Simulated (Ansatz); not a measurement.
## Na₂YScC₆N₆, before and after

The guess for Na₂YScC₆N₆ was made by a generator: cyanide-bridged rock-salt net of two metals, 2 guest cations a cell (Fm-3m, No. 225). Lengths were set from tabulated atomic sizes, so they are only a guess.

start:

Space group Fm-3m (No. 225). a = 10.792 Å, b = 10.792 Å, c = 10.792 Å, α = 90.00°, β = 90.00°, γ = 90.00°
```tsv
atom	site	symmetry	x	y	z
Na	8c	-43m	0.2500	0.7500	0.7500
Y	4a	m-3m	0.0000	0.0000	0.0000
Sc	4b	m-3m	0.5000	0.0000	0.0000
C	24e	4m.m	0.1951	0.0000	0.0000
N	24e	4m.m	0.3036	0.0000	0.0000
```

All numbers below come from DFT PBE, scalar-relativistic, plane waves, PAW in Ansatz 0.2.0. Cutoff 420 eV, Gaussian smearing, Γ-centred meshes. Cell and atoms relax first on a coarse mesh and then on a finer one. In between, the cell is made exact in the group found at 0.06 Å. In metals the finer mesh still leaves noise of several meV/atom or more. The steps can't lower the symmetry of their start. No spin polarisation in the relaxation; trial moments died out in a coarse test.

end:

Space group Fm-3m (No. 225). a = 11.667 Å, b = 11.667 Å, c = 11.667 Å, α = 90.00°, β = 90.00°, γ = 90.00°
```csv
atom,site,symmetry,x,y,z
Na,8c,-43m,0.2500,0.7500,0.7500
Y,4a,m-3m,0.0000,0.0000,0.0000
Sc,4b,m-3m,0.5000,0.0000,0.0000
C,24e,4m.m,0.2118,0.0000,0.0000
N,24e,4m.m,0.3130,0.0000,0.0000
```

The symmetry stays Fm-3m (No. 225). The volume per atom grows by 26.3 %, from 19.6 to 24.8 Å³. The shortest distance goes from 1.17 Å (C–N) to 1.18 Å (C–N). The energy falls by about 0.30 eV/atom (the start's value is from the coarse mesh).

```json
{
 "Volume per atom": "24.81 Å³",
 "Density": "1.41 g/cm³",
 "Formation energy": "−0.10 eV/atom",
 "Gap on the 6×6×6 mesh of the 16-atom cell": "0 eV (a metal)"
}
```

Formation energies are uncorrected and refer to the elements' standard structures at the same level (N₂ as a molecule). It lies below the elements, which doesn't yet make it stable against other compounds or structures.

The last run used Gaussian smearing of 0.10 eV. The reference form of C is held partly by dispersion forces, which this level lacks. A structure relaxed within its symmetry needn't be a true minimum. In all, the 3 runs took 2.5 min on 1 thread of Intel(R) Xeon(R) Platinum 8488C (Sapphire Rapids), on a shared host.
